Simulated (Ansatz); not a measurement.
A relaxed cell of AlAs₅ is given with its symmetry left out. The cell was found from a structure generator's guess, not taken from experiment.

Theory: DFT PBE, scalar-relativistic, plane waves, PAW (Ansatz). Cutoff 420 eV, Γ-centred mesh, Gaussian smearing, no spin polarisation.

```yaml
crystal:
  lattice:
    - [6.46193, 0.00000, 0.00000]
    - [0.00000, 6.46193, 0.00000]
    - [0.00000, 0.00000, 3.84292]
  atoms:
    - { symbol: Al, position: [0.50000, 0.50000, 0.50000] }
    - { symbol: As, position: [0.31429, 0.00000, 0.50000] }
    - { symbol: As, position: [0.68571, 0.00000, 0.50000] }
    - { symbol: As, position: [0.00000, 0.31429, 0.50000] }
    - { symbol: As, position: [0.00000, 0.68571, 0.50000] }
    - { symbol: As, position: [0.00000, 0.00000, 0.00000] }
```

The zero of energy is the elements' standard structures at the same level; no fitted shifts are applied.

Question: What space group does it have?

Answer: P4/mmm (No. 123). Conventional cell: a = 6.462 Å, c = 3.843 Å. Around Al lie 8 As at 3.45 Å and 2 Al at 3.84 Å (long contacts); As on a site of symmetry m2m has 1 As at 2.40 Å, 4 As at 2.80–2.87 Å and 2 Al at 3.45 Å; As on a site of symmetry 4/mmm has 8 As at 2.80 Å.

Question: What is its formation energy per atom?

Answer: +0.63 eV/atom. A positive value: parting into the elements would lower its energy.

Question: Is it a metal?

Answer: Yes, bands cross the Fermi level on the 6×6×10 mesh.

The last run used a 6×6×10 mesh (in the run's order of axes) for its 6-atom cell and Gaussian smearing of 0.10 eV. The reference form of As is held partly by dispersion forces, which this level lacks. A structure relaxed within its symmetry needn't be a true minimum. Another cell of AlAs5 relaxed alike, in I4/mmm, lies 0.38 eV/atom lower, so this cell isn't the stable form at this level.
